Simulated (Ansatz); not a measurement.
Here is an unrelaxed guess for LuSb₅.

```cif
data_structure
_symmetry_space_group_name_H-M 'P 1'
_symmetry_Int_Tables_number 1
_cell_length_a 5.7332
_cell_length_b 5.7332
_cell_length_c 6.0070
_cell_angle_alpha 90.000
_cell_angle_beta 90.000
_cell_angle_gamma 120.000
_cell_volume 171.00
loop_
_atom_site_label
_atom_site_type_symbol
_atom_site_fract_x
_atom_site_fract_y
_atom_site_fract_z
_atom_site_occupancy
Lu1 Lu 0.00000 0.00000 0.50000 1
Sb1 Sb 0.50000 0.00000 0.00000 1
Sb2 Sb 0.00000 0.50000 0.00000 1
Sb3 Sb 0.50000 0.50000 0.00000 1
Sb4 Sb 0.33333 0.66667 0.50000 1
Sb5 Sb 0.66667 0.33333 0.50000 1
```

Level of theory: DFT PBE, scalar-relativistic, plane waves, PAW in Ansatz 0.2.0. Plane waves to 420 eV, a k mesh through Γ of 6×6×4 on the computed 6-atom cell and Gaussian smearing (0.10 eV); no spin polarisation.

Energies over the elements count from the elements' standard structures at the same level, with no fitted energy shifts.

**Question.** How far from equilibrium is it?

**Answer.** The pressure is 5.4 GPa (the mean over three directions, positive in compression), the largest force is 0.00 eV/Å (symmetry fixes the atoms), and the energy is +0.30 eV/atom against the elements. The shortest distance is 2.87 Å.

**Question.** Is it a good guess?

**Answer.** A good one: relaxing gains under 0.1 eV/atom (the start's value is from the coarse mesh, so the gain is rough) in 9 ionic steps and ends at +0.21 eV/atom on the finer mesh. The symmetry stays P6/mmm (No. 191). The end has the CaCu5 type. The volume per atom grows by 5.7 %, from 28.5 to 30.1 Å³. The shortest distance goes from 2.87 Å (Sb–Sb) to 3.02 Å (Sb–Sb). Conventional cell: a = 6.039 Å, c = 5.721 Å. Lu has 6 Sb at 3.49 Å and 12 Sb at 4.16 Å; Sb on a site of symmetry mmm is surrounded by 4 Sb at 3.02 Å and 4 Sb at 3.35 Å; Sb on a site of symmetry -6m2 is surrounded by 9 Sb at 3.35–3.49 Å and 3 Lu at 3.49 Å.

The last run used a 6×6×8 mesh (in the run's order of axes) for its 6-atom cell and Gaussian smearing of 0.10 eV. These runs have no spin–orbit coupling, which can matter for Sb. The relaxation can't lower the symmetry of the start, and the grade says only how near the guess is to its own end. A structure relaxed within its symmetry needn't be a true minimum.
